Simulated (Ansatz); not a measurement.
## 97Mo nuclear quadrupole resonance in SiMo₃

Cell: an entry of the Crystallography Open Database (COD) whose atoms were relaxed with PBE, the cell held.

```cif
data_SiMo3
_symmetry_space_group_name_H-M 'Pm-3n'
_symmetry_Int_Tables_number 223
_cell_length_a 4.8890
_cell_length_b 4.8890
_cell_length_c 4.8890
_cell_angle_alpha 90.000
_cell_angle_beta 90.000
_cell_angle_gamma 90.000
loop_
_atom_site_label
_atom_site_type_symbol
_atom_site_symmetry_multiplicity
_atom_site_Wyckoff_symbol
_atom_site_fract_x
_atom_site_fract_y
_atom_site_fract_z
Si Si 2 a 0.0000 0.0000 0.0000
Mo Mo 6 c 0.2500 0.0000 0.5000
```

One atom of each set is listed.

Computed with Ansatz: DFT, r2SCAN, plane waves and PAW, scalar-relativistic, 500 eV cutoff, Γ-centred 7×7×7 k-points, Fermi–Dirac smearing 0.05 eV.

97Mo: I = 5/2, Q = 255.0 mb (year-2017 value). Static lattice, zero field.

Problem. At which frequencies do the 97Mo NQR lines lie?

Solution. For I = 5/2 and η = 0 the lines are 3|C_Q|/20 and twice that; η pulls their ratio below 2.

```csv
site,atoms,V_zz (10²¹ V/m²),C_Q (MHz),η,line frequencies (MHz)
Mo,6,5.47,33.7,0.00,"5.06, 10.1"
```

Problem. And for Mo-95 (I = 5/2, Q = -22.00 mb) on Mo?

Solution. C_Q scales with Q to -2.91 MHz, with lines at 0.437, 0.873 MHz.

An axis of threefold or higher order runs through Mo, so V_zz lies along it and η is zero.

The run finds no gap above 0.1 eV (a metal, or nearly one), so the gradients can move by 10 % or more with the k-mesh. Without spin–orbit coupling (the program notes it for Mo) the gradients can shift somewhat, as the gap is small.
